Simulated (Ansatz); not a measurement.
The relaxed structure here is a generated cell of NbAs: the first start was made by placing the elements on the sites of a structure type, and the end was not matched to a known phase here, so it may be hypothetical.

One starting cell of NbAs (a generated cell, NbAs built in the WC structure type) was relaxed twice with Ansatz (plane waves, PAW, scalar-relativistic): with r2SCAN at 500 eV and with PBE at 420 eV. The r2SCAN result:

```xyz
2
Lattice="3.4271 0.0000 0.0000 -1.7136 2.9680 0.0000 0.0000 0.0000 3.4605" Properties=species:S:1:pos:R:3 pbc="T T T"
Nb     0.0000     0.0000     0.0000
As     1.7136     0.9893     1.7302
```

```
quantity                          r2SCAN    PBE
--------------------------------  ------  -----
space group                        P-6m2  P-6m2
volume (Å³/atom)                   17.60  17.72
a (Å)                              3.427  3.425
c (Å)                              3.460  3.487
gap (eV, no spin-orbit coupling)    0.00   0.00
```

Both levels end in the same structure; PBE's volume is 0.7 % larger. Neither column is exact.

No spin polarisation in the result.

The run could not lose the symmetry of its start: the end is stationary, and may be a saddle point rather than a minimum.

All atoms sit on sites fixed by symmetry, so only the cell could relax.

Ansatz is an electronic-structure program.
